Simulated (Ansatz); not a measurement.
## Ga: zone-centre modes under pressure

Ga, Cmcm, a = 2.737 Å, b = 7.945 Å, c = 3.306 Å. This isn't the element's structure at ambient conditions. Ansatz: PBEsol, PAW, 420 eV, Γ-centred 16×16×14 mesh on 2 atoms, Fermi-Dirac smearing 0.15 eV; no spin polarisation. Cell and atoms are relaxed at each pressure with the symmetry kept; optical modes at Γ by linear response, in cm⁻¹, matched by rank (the highest 3 distinct ones).

| P (GPa) | V (Å³/atom) | ω1 | ω2 | ω3 |
| --- | --- | --- | --- | --- |
| 0 | 17.972 | 46.7 | 120.6 | 190.3 |
| 5 | 16.770 | 54.5 | 137.9 | 216.0 |
| 15 | 15.241 | ? | ? | ? |

Get each mode's Grüneisen parameter γ = −d ln ω/d ln V from the other rows and predict the missing frequencies.

ln(V/V0) = 0.0000, -0.0692, -0.1648; a line through ln(ω/ω0) of the 2 known rows gives ω1: γ = 2.232, predicted 67.5, computed 65.5; ω2: γ = 1.937, predicted 166.0, computed 159.6; ω3: γ = 1.831, predicted 257.3, computed 253.0. The worst miss is 4.0 %: γ isn't constant over this range, and modes matched by rank may have crossed. In a metal these frequencies hang on the mesh and smearing.

Cost: 3 runs of about 6.1 core-minutes in all, on Arm Neoverse V2 (shared hosts).